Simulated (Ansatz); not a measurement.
The relaxed structure here is a generated cell of Ti: the first start was made by placing the elements on the sites of a structure type, and the end was not matched to a known phase here, so it may be hypothetical. Known forms of Ti include space group No. 194.

A relaxed cell of Ti (P6/mmm (No. 191)), relaxed on a k-mesh at least as fine as the one used below. Calculation: PBEsol (plane waves to 420 eV, PAW, scalar-relativistic; Ansatz, a first-principles code). Γ-centred k-mesh 14×14×6 on the run's cell (coarser than for final values), Fermi–Dirac smearing 0.05 eV.

```yaml
crystal:
  lattice:
    - [2.68959, 0.00000, 0.00000]
    - [-1.34480, 2.32926, 0.00000]
    - [0.00000, 0.00000, 5.39532]
  atoms:
    - { symbol: Ti, position: [0.00000, 0.00000, 0.00000] }
    - { symbol: Ti, position: [0.00000, 0.00000, 0.50000] }
```

The atoms are displaced along an unstable phonon of this cell by (Å):

```json
[
 {"atom": "Ti1", "ux": "0.000", "uy": "-0.150", "uz": "0.000"},
 {"atom": "Ti2", "ux": "0.000", "uy": "0.150", "uz": "0.000"}
]
```

**Question.** What forces (eV/Å) and pressure result?

**Answer.** 
```csv
atom,Fx,Fy,Fz
Ti1,0.00,-0.30,0.00
Ti2,0.00,0.30,0.00
```

Pressure -0.2 GPa.

The undisplaced cell is probably no minimum: from this displacement the run went on to P6₃/mmc (No. 194), 0.35 eV/atom below it.

No spin polarisation in the result.
